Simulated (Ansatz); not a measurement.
GaMo3N:
```xyz
5
Lattice="4.0853 0.0000 0.0000 0.0000 4.0853 0.0000 0.0000 0.0000 4.0853" Properties=species:S:1:pos:R:3 pbc="T T T"
Ga     0.0000     0.0000     0.0000
Mo     0.0000     2.0427     2.0427
Mo     2.0427     0.0000     2.0427
Mo     2.0427     2.0427     0.0000
N      2.0427     2.0427     2.0427
```

Relaxed with r²SCAN. Special points in fractions of this cell's reciprocal vectors: Γ (0.000, 0.000, 0.000); X (0.000, 0.500, 0.000); M (0.500, 0.500, 0.000); R (0.500, 0.500, 0.500).

Problem. List the band energies nearest the Fermi level at these points for the program Ansatz at the r²SCAN with spin–orbit coupling level (PAW).

Solution. In eV from the Fermi level; about four levels below and three above (degenerate sets whole), none deeper than 8.9 eV; points with the same levels are listed once.

```tsv
k	below	above
Γ	-3.77 -3.77 -3.77 -3.77	0.33 0.33 0.33 0.33
X	-0.92 -0.92 -0.53 -0.53	0.15 0.15 0.24 0.24
M	-1.52 -1.52 -0.06 -0.06	0.31 0.31 0.80 0.80
R	-1.61 -1.61 -1.61 -1.61 -1.51 -1.51	1.21 1.21 1.21 1.21
```

Space group Pm-3m (anti-perovskite). The start of the workflow was typed in or built on a structure type; neither database checked (COD, Materials Project) lists it. Its standing as an ambient phase is unchecked. The r²SCAN relaxation kept the symmetry of its start; whether a distortion lowers the energy is not shown. The workflow began spin-polarised and lost its moments.

Potentials: the earlier of the program's two PAW sets.
